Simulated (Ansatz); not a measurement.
The relaxed structure here is a generated cell of CdO: the first start was made by placing the elements on the sites of a structure type, and the end was not matched to a known phase here, so it may be hypothetical. Known forms of CdO include space group No. 225.

The end point of a relaxation of CdO. These are PBEsol (plane waves to 420 eV, PAW, scalar-relativistic; Ansatz, an electronic-structure program) values and carry that method's errors.

```cif
data_Cd2O2
_chemical_formula_sum 'Cd2 O2'
_space_group_name_H-M_alt 'P 1'
_space_group_IT_number 1
_cell_length_a 4.16103
_cell_length_b 4.16103
_cell_length_c 3.14872
_cell_angle_alpha 90.000
_cell_angle_beta 90.000
_cell_angle_gamma 90.000
loop_
_space_group_symop_operation_xyz
  'x, y, z'
loop_
_atom_site_label
_atom_site_type_symbol
_atom_site_fract_x
_atom_site_fract_y
_atom_site_fract_z
_atom_site_occupancy
Cd1 Cd 0.50000 0.00000 0.26509 1
Cd2 Cd 0.00000 0.50000 0.73491 1
O1 O 0.00000 0.00000 0.00000 1
O2 O 0.50000 0.50000 0.00000 1
```

Question: Determine the symmetry and give the standard cell with its independent sites.

Answer: Space group P4/nmm, origin choice 1 (No. 129); a = 4.1610 Å, b = 4.1610 Å, c = 3.1487 Å, α = 90.00°, β = 90.00°, γ = 90.00°

| atom | site | symmetry | x | y | z |
|---|---|---|---|---|---|
| Cd | 2c | 4mm | 0.5000 | 0.0000 | 0.2651 |
| O | 2a | -4m2 | 0.0000 | 0.0000 | 0.0000 |

Question: Give the shortest distances between elements (the closest pairs, up to four, under 3.6 Å).

Answer: Cd–O 2.24 Å; O–O 2.94 Å; Cd–Cd 3.15 Å.

| Item | Result |
|---|---|
| Volume per atom | 13.63 Å³ |
| Band gap | no gap (metallic) |

No spin polarisation in the result.

The run could not lose the symmetry of its start: the end is stationary, and may be a saddle point rather than a minimum.
